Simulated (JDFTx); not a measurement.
surface: ZrSi2(110), Si outermost, slab composition Zr4Si10
bulk: ZrSi2, Cmcm, lattice of mp-1515 (not re-optimised)
slab: 14 atoms in 14 planes, 1x1, 7.5 Å between the outermost planes
in-plane cell: 3.673 × 7.660 Å, 28.14 Å²
cell height: 23.5 Å
sampling: 6×4×1 k mesh, Fermi smearing 0.01 Ha, no spin polarisation

Whether this polymorph is the ambient one wasn't checked. Neither spin polarisation nor a larger cell was tried.

Method: PBE, GBRV ultrasoft potentials, plane waves to 20/100 Ha, in JDFTx (a modified build). Vacuum. The outer atoms relax from bulk positions, keeping the cell's symmetry; the lattice is not PBE's own optimum in this code, and that strain can shift the moves by a few hundredths of an ångström. Input:

```
lattice \
  6.9414364873 0.0000000000 0.0000000000 \
  0.0000000000 14.4758087691 0.0000000000 \
  0.0000000000 0.0000000000 44.4085639287
coords-type Lattice
ion Si 0.7500000000 0.4548178800 -0.1599755110 1
ion Si 0.2500000000 0.2608765520 -0.1443166370 1
ion Si 0.7500000000 0.8872210330 -0.1141475920 0
ion Si 0.2500000000 0.9440842770 -0.0379984820 0
ion Si 0.7500000000 0.5704287580 -0.0078294370 0
ion Si 0.2500000000 0.3764874290 0.0078294370 0
ion Si 0.7500000000 0.0028319100 0.0379984820 0
ion Si 0.2500000000 0.0596951540 0.1141475920 0
ion Si 0.7500000000 0.6860396350 0.1443166370 1
ion Si 0.2500000000 0.4920983060 0.1599755110 1
ion Zr 0.2500000000 0.6152283070 -0.0921868280 0
ion Zr 0.7500000000 0.2160770030 -0.0599592460 0
ion Zr 0.2500000000 0.7308391840 0.0599592460 0
ion Zr 0.7500000000 0.3316878800 0.0921868280 0
ion-species pseudo/si_pbe_v1.upf
ion-species pseudo/zr_pbe_v1.upf
elec-cutoff 20 100
elec-ex-corr gga-PBE
coulomb-interaction Slab 001
coulomb-truncation-embed 0 0 0
kpoint-folding 6 4 1
elec-smearing Fermi 0.01
lcao-params 10
elec-n-bands 63
electronic-scf nIterations 100 energyDiffThreshold 1e-07
ionic-minimize nIterations 10 energyDiffThreshold 1e-5 knormThreshold 4e-4
dump-name vac.$VAR
dump End State Ecomponents EigStats BandEigs Forces ElecDensity IonicPositions Fillings Kpoints Dtot
```

### Question
How far do the free atoms of the upper face move along the normal, and how much energy is released?

### Answer
Si (atom 10) 0.09 Å, Si (atom 9) 0.16 Å (positive: outward). The free energy falls by 0.270 eV per cell, 77 mJ/m².
